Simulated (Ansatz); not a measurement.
TiAl (CuAu type, space group P4/mmm)

```
CELL_PARAMETERS angstrom
      2.79729     0.00000     0.00000
      0.00000     2.79729     0.00000
      0.00000     0.00000     4.03230
ATOMIC_POSITIONS crystal
  Al 0.50000 0.50000 0.50000
  Ti 0.00000 0.00000 0.00000
```

The slice is a (0 -1 1) plane (indices of the conventional cell) through the point (0.500, 0.500, 0.500) (fractional), spanned by u = [100] and v = [011] in vectors of this cell: u (2.80 Å) and v (4.91 Å, at 90° to u). It covers one period; positions are fractions (u, v).

Calculation: PBEsol (plane waves to 420 eV, PAW, scalar-relativistic; Ansatz, a quantum-chemistry and plane-wave program). k mesh 17×17×12. Inside the PAW spheres the values are not all-electron values, and peaks at nuclei hang on which shells count as valence. TiAl is run without spin polarisation. TiAl was relaxed with its symmetry unable to fall.

Three fields on this plane, each scaled to ten steps between its own extremes (0 low, 9 high; the total valence density on a logarithmic scale, the potential cut 8 eV below its top; x marks points blanked near nuclei; v = 0 in the bottom row):

Map A
```
|xxxxxxx47874xxxxxx|
|xxxxxxx57875xxxxxx|
|xxxxxx2689862xxxxx|
|xxxxxx4799974xxxxx|
|xxxxx468999864xxxx|
|xxx1467899987641xx|
|345567888888876554|
|777777666666677777|
|998875432123457889|
|9987530xxxxx035789|
|99862xxxxxxxxx2689|
|9863xxxxxxxxxxx368|
|8750xxxxxxxxxxx057|
|764xxxxxxxxxxxxx46|
|763xxxxxxxxxxxxx36|
|762xxxxxxxxxxxxx26|
|763xxxxxxxxxxxxx36|
|764xxxxxxxxxxxxx46|
|8750xxxxxxxxxxx057|
|9863xxxxxxxxxxx368|
|99862xxxxxxxxx2689|
|9987530xxxxx035789|
|998875432123457889|
|777777666666677777|
|345567888888876554|
|xxx1467899987641xx|
|xxxxx468999864xxxx|
|xxxxxx4799974xxxxx|
|xxxxxx2689862xxxxx|
|xxxxxxx57875xxxxxx|
|xxxxxxx47874xxxxxx|
|xxxxxxx37873xxxxxx|
```

Map B
```
|xxxxxxx33233xxxxxx|
|xxxxxxx32223xxxxxx|
|xxxxxx3221223xxxxx|
|xxxxxx2211122xxxxx|
|xxxxx221000122xxxx|
|xxx3221000001223xx|
|433321000000012333|
|332211011111011223|
|221111245654211112|
|1111258xxxxx852111|
|11136xxxxxxxxx6311|
|1126xxxxxxxxxxx621|
|1249xxxxxxxxxxx942|
|237xxxxxxxxxxxxx73|
|348xxxxxxxxxxxxx84|
|349xxxxxxxxxxxxx94|
|348xxxxxxxxxxxxx84|
|237xxxxxxxxxxxxx73|
|1249xxxxxxxxxxx942|
|1126xxxxxxxxxxx621|
|11136xxxxxxxxx6311|
|1111258xxxxx852111|
|221111245654211112|
|332211011111011223|
|433321000000012333|
|xxx3221000001223xx|
|xxxxx221000122xxxx|
|xxxxxx2211122xxxxx|
|xxxxxx3221223xxxxx|
|xxxxxxx32223xxxxxx|
|xxxxxxx33233xxxxxx|
|xxxxxxx33233xxxxxx|
```

Map C
```
|xxxxxxx99999xxxxxx|
|xxxxxxx99999xxxxxx|
|xxxxxx8999998xxxxx|
|xxxxxx8888888xxxxx|
|xxxxx888777888xxxx|
|xxx8877665667788xx|
|999876433333467899|
|998753210001235789|
|887421000000012478|
|7652000xxxxx000256|
|65310xxxxxxxxx0135|
|4310xxxxxxxxxxx013|
|4310xxxxxxxxxxx013|
|321xxxxxxxxxxxxx12|
|321xxxxxxxxxxxxx12|
|321xxxxxxxxxxxxx12|
|321xxxxxxxxxxxxx12|
|321xxxxxxxxxxxxx12|
|4310xxxxxxxxxxx013|
|4310xxxxxxxxxxx013|
|65310xxxxxxxxx0135|
|7652000xxxxx000256|
|887421000000012478|
|998753210001235789|
|999876433333467899|
|xxx8877665667788xx|
|xxxxx888777888xxxx|
|xxxxxx8888888xxxxx|
|xxxxxx8999998xxxxx|
|xxxxxxx99999xxxxxx|
|xxxxxxx99999xxxxxx|
|xxxxxxx99999xxxxxx|
```

Task: Assign the maps to these fields: electron localisation function (ELF); valence electron density; electrostatic potential energy of an electron, from the cell's mean.

Result: A is the electrostatic potential energy of an electron, from the cell's mean; B is the valence electron density; C is the electron localisation function (ELF).
